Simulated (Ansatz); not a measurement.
Relaxed SrO (rock salt):

```
CELL_PARAMETERS angstrom
      0.00000     5.19500     5.19500
      2.59750     2.59750     5.19500
      2.59750     2.59750     0.00000
ATOMIC_POSITIONS crystal
  O  0.00000 0.00000 0.00000
  O  0.50000 0.00000 0.00000
  Sr 0.00000 0.50000 0.50000
  Sr 0.50000 0.50000 0.50000
```

The atoms are displaced by Q × the pattern below (from a DFPT mode at X = (0.5, 0.5, 0.0), largest move 1; Q in Å), at fixed cell. It is one choice among 2 degenerate patterns. (q is in reciprocal vectors of the primitive cell; the cell shown is doubled to hold the pattern.)

| atom | x | y | z |
|---|---|---|---|
| O1 | 0.000 | -0.369 | 0.000 |
| O2 | 0.000 | 0.369 | 0.000 |
| Sr3 | 0.000 | 1.000 | 0.000 |
| Sr4 | 0.000 | -1.000 | 0.000 |

Computed with PBE (plane waves to 420 eV, PAW, scalar-relativistic; Ansatz, a first-principles code). k mesh 11×11×11 (Γ-centred), Fermi-Dirac smearing 0.05 eV. SrO was relaxed with its symmetry unable to fall.

At one point of the scan the forces (eV/Å) are:

```json
[
 {"atom": "O1", "Fx": "0.000", "Fy": "0.036", "Fz": "0.000"},
 {"atom": "O2", "Fx": "0.000", "Fy": "-0.036", "Fz": "0.000"},
 {"atom": "Sr3", "Fx": "0.000", "Fy": "-0.878", "Fz": "0.000"},
 {"atom": "Sr4", "Fx": "0.000", "Fy": "0.878", "Fz": "0.000"}
]
```

Q: Which point is it?
(A) Q = 0.150 Å
(B) Q = 0.180 Å
(C) Q = 0.030 Å
(D) Q = 0.090 Å

A: B, Q = 0.180 Å

(A displaced cell: forces are minus the slopes of the energy, force constants its curvatures, and phonons follow from these.)
